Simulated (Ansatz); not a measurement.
**Structure relaxation, Co**

The start is a relaxed Co cell, doubled along one cell vector, shaken by Gaussian noise of σ = 0.08 Å a coordinate. Cell shape, volume and atoms are optimised at zero target pressure with PBEsol (plane waves to 420 eV, PAW, scalar-relativistic; Ansatz, a first-principles code). The first steps use a coarse 15×8×15 k-mesh.

Initial structure:
```yaml
crystal:
  lattice:
    - [0.00000, 2.03584, 4.30969]
    - [2.51857, 0.00000, 8.61938]
    - [1.25928, 2.03584, 0.00000]
  atoms:
    - { symbol: Co, position: [0.08820, 0.07775, 0.91595] }
    - { symbol: Co, position: [0.05308, 0.60452, 0.97175] }
    - { symbol: Co, position: [0.84406, 0.43819, 0.14243] }
    - { symbol: Co, position: [0.86251, 0.95687, 0.12133] }
```
Spin-polarised start, with parallel moments on Co.

* **Largest initial force**: 2.06 eV/Å, on Co1 (atoms numbered as listed)
* **Energy released**: 0.42 eV/atom
* **Volume change**: -6.1 %, from 11.05 to 10.38 Å³/atom
* **Relative to the parent**: It does not go back: it reaches P6₃/mmc (No. 194), hcp (Mg type), 0.36 eV/atom below the parent
* **Band gap at the end**: no gap (metallic)
* **Moments at the end**: net 1.58 μB/atom, ferromagnetic
* **Optimiser moves**: 16

Final values are on a 22×22×12 k-mesh of the relaxed cell. Spin state reached: ferromagnetic (net 1.58 μB/atom), from parallel starting moments; other spin orders were not run from this start.

Of the parent cell (Fmmm (No. 69)): it is a generated cell of Co: the first start was made by placing the elements on the sites of a structure type, and the end was not matched to a known phase here, so it may be hypothetical. Known forms of Co include space group No. 194.
